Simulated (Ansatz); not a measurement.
SiN2 in space group Pa-3 (No. 205; Si on 4a, N on 8c) under volume change, r²SCAN (plane waves, PAW; program Ansatz), shape and atoms relaxed at each volume.

```tsv
V (Å³/atom)	E − E(relaxed) (meV/atom)	P (GPa)
6.637	76.1	40.26
6.855	32.0	24.73
7.074	7.6	11.41
7.293	0.0	0.00
7.512	6.8	-9.76
7.730	26.0	-18.10
7.949	55.7	-25.21
```

Task: What does a third-order Birch–Murnaghan fit give for V₀, B₀ and B′?

Result: V₀ = 7.29 Å³/atom, B₀ = 351 GPa, B′ = 4.2.

The start of the workflow was typed in or built on a structure type; neither database checked (COD, Materials Project) lists it. Its standing as an ambient phase is unchecked. The cell was relaxed with r²SCAN under the symmetry of its start; whether a distortion lowers the energy is not shown.

Potentials: the earlier of the program's two PAW sets. The files were generated under PBE; for other functionals the program regenerates the frozen cores, and for LDA and PBEsol the local potential too.
